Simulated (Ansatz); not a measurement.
BP (zinc blende, F-43m), a = 4.5486 Å, b = 4.5486 Å, c = 4.5486 Å, α = 90.00°, β = 90.00°, γ = 90.00°; the cell used has 2 atoms.

Relaxed with PBE.

Task: Give the optical modes at the zone centre with their infrared and Raman activity from DFPT, the program Ansatz at the PBE level (PAW).

Result: Transverse frequencies, without the LO–TO term; a row sums one degenerate level.

| ω (cm⁻¹) | degeneracy | IR ((D/Å)²/amu) | Raman (Å⁴/amu) | activity | symmetry |
|---|---|---|---|---|---|
| 800 | 3 | 2.08 | 870 | IR+Raman | T2 |

Task: How high does the top mode go among those that the LO–TO term moves?

Result: 804 cm⁻¹ for q along x.

The PBE relaxation kept the symmetry of its start; phonons on a q-mesh show no instability.

Potentials: the later of the program's two PAW sets.
